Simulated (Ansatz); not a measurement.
**All-electron card of NbCd₃**

```yaml
crystal:
  lattice:
    - [4.21500, 0.00000, 0.00000]
    - [0.00000, 4.21500, 0.00000]
    - [0.00000, 0.00000, 4.21500]
  atoms:
    - { symbol: Nb, position: [0.00000, 0.00000, 0.00000] }
    - { symbol: Cd, position: [0.00000, 0.50000, 0.50000] }
    - { symbol: Cd, position: [0.50000, 0.00000, 0.50000] }
    - { symbol: Cd, position: [0.50000, 0.50000, 0.00000] }
```

Atoms are numbered in the order listed.

The geometry is COD entry 2310296, unchecked; take it as a test cell.

Spin polarisation is left out, and whether a magnetic state lies lower isn't shown here.

Levels of theory: DFT, LDA, all-electron LAPW, scalar-relativistic (Ansatz 0.2.0); DFT, LDA, PAW with Ansatz's default frozen-core files, scalar-relativistic (Ansatz 0.2.0).

For LAPW: a Γ-centred 9×9×9 k mesh, Fermi–Dirac smearing of 0.08 eV, basis error target 0.5 meV/atom, no spin polarisation. PAW takes a cutoff of 420 eV at this cell (files made with PBE, cores remade for this functional). The Ansatz runs share mesh, smearing and spin set-up. Values come from LAPW unless marked.

```yaml
Band_gap: "none: with an odd electron count and no spin polarisation the bands can't all be full, a metal in this set-up (in compounds, spin order or a distortion in a larger cell can open a gap)"
Density_of_states_at_the_Fermi_level_0.2_eV_bin: 1.60 states/eV per cell
Bader_charges_from_the_PAW_run: Nb1 +0.73, Cd2 -0.24 e
Volume_per_atom: 126.3 bohr³
```

(1) Give the computed value. Pressure at this cell.

(2) Löwdin charges (with 1.29 e of the cell spilling out of the atomic basis, so their sizes and signs hang on that basis): what does the calculation give?

Answers

(1) -2.53 GPa.

(2) Nb1 -1.17, Cd2 0.82 e.
